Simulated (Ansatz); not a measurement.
One crystal and one scan (energy over volume and axial ratio) at two levels, r2SCAN (plane waves to 500 eV, PAW, scalar-relativistic; Ansatz, a program for electronic structure) and PBEsol (plane waves to 420 eV, PAW, scalar-relativistic; Ansatz), each from its own relaxed cell and on its own mesh. The cell shown is that of r2SCAN.

ZrO2 (tetragonal-ZrO2 type, space group P4_2/nmc)

```
CELL_PARAMETERS angstrom
      3.60134     0.00000     0.00000
      0.00000     3.60134     0.00000
      0.00000     0.00000     5.22804
ATOMIC_POSITIONS crystal
  Zr 0.00000 0.00000 0.00000
  Zr 0.50000 0.50000 0.50000
  O  0.00000 0.50000 0.19679
  O  0.00000 0.50000 0.69679
  O  0.50000 0.00000 0.30321
  O  0.50000 0.00000 0.80321
```

Grid over V/V₀ and (c/a)/(c/a)₀, subscript 0 meaning the relaxed cell; the conventional c axis lies along z; no internal relaxation.

The energy includes the smearing's −TS. This is a high-temperature form of ZrO2. ZrO2 is run without spin polarisation. ZrO2 was relaxed with its symmetry unable to fall. As the atoms are clamped, bonds stretch with the cell, which overstates energies and stresses. Percentages come from the unrounded values.

| quantity | r2SCAN | PBEsol | r2SCAN − PBEsol |
|---|---|---|---|
| Lattice constant a (Å) | 3.601 | 3.584 | +0.017 (+0.5 %) |
| Lattice constant c (Å) | 5.228 | 5.177 | +0.051 (+1.0 %) |
| Relaxed volume (Å³/atom) | 11.30 | 11.09 | +0.21 (+1.9 %) |
| Band gap of the relaxed cell, no spin-orbit coupling (eV) | 4.60 | 4.00 | +0.60 (+15 %) |
| Modulus against c/a change at fixed volume, (3/4V)·∂²E/∂(ln c/a)² (fit, atoms clamped) (GPa) | 173 | 172 | +1 |

r2SCAN gives the higher value for: lattice constant a; lattice constant c; relaxed volume; band gap of the relaxed cell, no spin-orbit coupling. They agree on: modulus against c/a change at fixed volume (within 1.5 %). Neither level is exact: the differences show how much the result hangs on the functional.

(Under strain, the slope of the energy per volume gives the stress and its curvature an elastic modulus.)
